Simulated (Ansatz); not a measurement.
Ni:
```xyz
1
Lattice="0.0000 1.7390 1.7390 1.7390 0.0000 1.7390 1.7390 1.7390 0.0000" Properties=species:S:1:pos:R:3 pbc="T T T"
Ni     0.0000     0.0000     0.0000
```
The run is spin-polarised; directions of the spins, atom by atom: ↑.

Relaxed with r²SCAN.

### Question
Tabulate the valence density and the electron localisation function along the shortest Ni–Ni contact (2.46 Å), r²SCAN in the plane-wave PAW code Ansatz.

### Answer


```tsv
distance from Ni (Å)	density (e/Å³)	ELF
0.25	34.88	0.59
0.37	18.39	0.47
0.49	8.28	0.37
0.61	3.50	0.28
0.74	1.51	0.22
0.86	0.72	0.18
0.98	0.45	0.18
1.11	0.36	0.22
1.23	0.33	0.25
1.35	0.36	0.22
1.48	0.45	0.18
1.60	0.72	0.18
1.72	1.51	0.22
1.84	3.50	0.28
1.97	8.28	0.37
2.09	18.39	0.47
2.21	34.88	0.59
```

The density is the valence pseudo-density with augmentation charge, so density and ELF within about 1 Å of a nucleus are not all-electron values.

Space group Fm-3m (fcc (Cu type)). Symmetry was held in the r²SCAN relaxation. Magnetic state: ferromagnetic, chosen from 4 collinear starts compared on coarse meshes (ties went to the first, and starts can fall back to one state), not a proven ground state. Textbook magnetic order: ferromagnetic. Other orbital occupations within this spin state were not tried.

Potentials: the later of the program's two PAW sets.
